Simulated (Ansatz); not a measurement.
**HfBe2: one input, then a changed one**

The cell is the one relaxed in the Materials Project (mp-2553), not relaxed further here; entries there can be hypothetical.

First run: DFT, r2SCAN, PAW with Ansatz's default frozen-core files, scalar-relativistic (Ansatz 0.2.0).

Command: `ansatz run input.yaml --threads 1 --pin off --max-ram 4096MiB --backend cpu --events-out ev --progress --plain --runs-dir out` The run took 73 s on 1 thread of Arm Neoverse V2 (shared host).

```yaml
crystal:
  lattice:
    - [3.7795013321, 0.0, 0.0]
    - [-1.889750666, 3.2731441672, 0.0]
    - [0.0, 0.0, 3.1699582]
  atoms:
    - { symbol: Hf, position: [0.0, 0.0, 0.0] }
    - { symbol: Be, position: [0.3333333333, 0.6666666667, 0.5] }
    - { symbol: Be, position: [0.6666666667, 0.3333333333, 0.5] }
kpoints:
  mp_grid: { grid: [11, 11, 12] }
  band_path:
    path:
      - [0.0, 0.0, 0.0]
      - [0.5, 0.0, 0.0]
      - [0.3333333333, 0.3333333333, 0.0]
      - [0.0, 0.0, 0.0]
      - [0.0, 0.0, 0.5]
      - [0.5, 0.0, 0.5]
      - [0.3333333333, 0.3333333333, 0.5]
      - [0.0, 0.0, 0.5]
      - [0.5, 0.0, 0.5]
    npoints: 14
scf:
  occupations: { method: fermi_dirac, width: 0.08 }
hamiltonian:
  xc: r2scan
  pseudopotentials: { kind: paw }
output:
  forces: true
  stress: true
  eigenvalues: true
  efg: { contact_densities: true }
  populations: true
  bader: true
  dos: { projected: true, de: 0.2, e_range: [-14, 8] }
  write_density: true
  write_potential: true
  elf: true
  volumetric_format: npy
```

Result: converged; pressure -0.11 GPa; no gap on the k mesh; 7 SCF iterations.

No spin–orbit coupling, which matters for the heavy atoms here.

The input is then changed:

```diff
@@ -24,6 +24,7 @@
 scf:
   occupations: { method: fermi_dirac, width: 0.08 }
+  n_extra_bands: 4
 hamiltonian:
-  xc: r2scan
+  xc: lda
   pseudopotentials: { kind: paw }
 output:
@@ -33,9 +34,5 @@
   efg: { contact_densities: true }
   populations: true
-  bader: true
-  dos: { projected: true, de: 0.2, e_range: [-14, 8] }
-  write_density: true
-  write_potential: true
-  elf: true
-  volumetric_format: npy
+basis:
+  xc_grid: 4
```

Predict the outcome of the changed run.

It converged; pressure -6.13 GPa; no gap on the k mesh; 7 SCF iterations.

The results part of its log:

```
SCF 1 converged in 7 iterations: F = -15653.740746 eV  dr2 = 5.90e-10
  greatest PAW one-centre occupation: 0.998 electrons in one spin orbital (limit 2), on the Hf atom at site 0 (counted from 0), in its partial waves of l = 3
NSCF: frozen V_eff on 113 k-points
SCF converged after 7 iterations
Free energy (F): -15653.740746 eV
Harris-Foulkes:  -15653.740746 eV  (|F-HF|=2.73e-10)
Internal energy: -15653.705984 eV  (E = F + TS)
E sigma→0 (E₀):  -15653.723365 eV
Entropy (-TS):   -0.034762 eV (-11.587 meV/atom)
Fermi energy:    13.258768 eV
--- Per-component energies (eV) ---
  E_band       = -81.019971
  E_kinetic    = 462.950268
  E_local      = -6214.548835  (includes V_loc(G=0)·N_el)
  E_nonlocal   = -1222.788273
  E_hartree    = 2893.941899
  E_xc         = -335.590150
  E_vxc        = -306.732667  (∫ρ·V_xc dr)
  E_paw        = -6795.702924  (= ΣΔE_a)
  E_vpaw       = 1412.215586  (= ΣTr[D̂ρ^β])
  E_aug_tail   = -0.000003  (compensation charges beyond the density's cutoff)
  E_ewald      = -4444.485783
  E_core_change = 2.517817  (= ΣΔE_core)
  E_smearing   = -0.034762  (= −TS)
  E_closure    = -0.000000  (closes the sum)
  Σ components = -15653.740746   (vs F -15653.740746, Δ=0.00e0)
--- Forces (eV/Å), atoms counted from 1 ---
  atom   1  Hf     0.00000000     0.00000000     0.00000000
  atom   2  Be     0.00000000     0.00000000     0.00000000
  atom   3  Be    -0.00000000    -0.00000000     0.00000000
  max |Σ_I F_I| component: 9.25e-18 eV/Å
--- Stress (GPa, compression-positive) ---
       -5.936026      -0.000000       0.000000
       -0.000000      -5.936026       0.000000
        0.000000       0.000000      -6.529774
  P = ⅓ Tr σ = -6.1339 GPa (-61.339 kbar)
--- PAW observables at the nuclei: V_zz in 10²¹ V/m², potentials from the cell's mean, atoms counted from 1 ---
  atom   1  Hf V_zz =   -26.221835   η = 0.0000   by run symmetry: allowed
            electrostatic potential = -14178.118850 V   contact ρ = 7500194.678895 e/Å³
  atom   2  Be V_zz =    +0.465030   η = 0.0000   by run symmetry: allowed
            electrostatic potential = -249.602998 V   contact ρ = 232.919380 e/Å³
  atom   3  Be V_zz =    +0.465030   η = 0.0000   by run symmetry: allowed
            electrostatic potential = -249.602998 V   contact ρ = 232.919380 e/Å³
--- Band table (eV; the first three rows and the last of 112) ---
  k-point 0: bands = ["-47.9598", "-16.6329", "-16.6329", "-16.3579", "1.9856", "2.0100", "2.0248", "2.0248", "2.0324", "2.0324", "2.0686", "5.3061", "12.2014", "12.2014", "12.8089", "17.0659", "17.7344", "17.7344", "18.9646"]
  k-point 1: bands = ["-47.9584", "-16.6297", "-16.6297", "-16.3886", "1.9857", "2.0100", "2.0237", "2.0237", "2.0345", "2.0345", "2.0653", "5.4286", "12.2948", "12.2948", "12.7844", "16.8802", "16.8802", "16.9350", "19.4557"]
  k-point 2: bands = ["-47.9547", "-16.6210", "-16.6210", "-16.4716", "1.9858", "2.0102", "2.0207", "2.0207", "2.0403", "2.0403", "2.0566", "5.7838", "12.5709", "12.5736", "12.5736", "15.7875", "15.7875", "16.8652", "19.3852"]
  k-point 111: bands = ["-47.9356", "-16.7789", "-16.6716", "-16.6503", "1.9947", "2.0027", "2.0141", "2.0169", "2.0332", "2.0600", "2.0614", "9.5433", "10.0109", "12.1611", "12.3356", "12.6079", "16.5730", "18.9697", "20.0803"]
--- Löwdin populations: 3 sites ---
  site symbol       q [e]
     0     Hf     26.8657
     1     Be      0.9451
     2     Be      0.9451
  spilling = 0.041469 (of n_electrons = 30.000000)
```
